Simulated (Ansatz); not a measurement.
**Question.** ScAg₃ (Cu3Au type, space group No. 221) is relaxed with the program Ansatz at the PBE level (PAW). What lattice parameters of the conventional cell result?

**Answer.** a = 4.243 Å.

Space group Pm-3m (Cu3Au type). The start of the workflow was typed in or built on a structure type; neither database checked (COD, Materials Project) lists it. Whether it is the stable phase at ambient conditions was not checked. The cell was relaxed with PBE under the symmetry of its start; whether a distortion lowers the energy is not shown. No spin polarisation was allowed.

Potentials: the later of the program's two PAW sets.
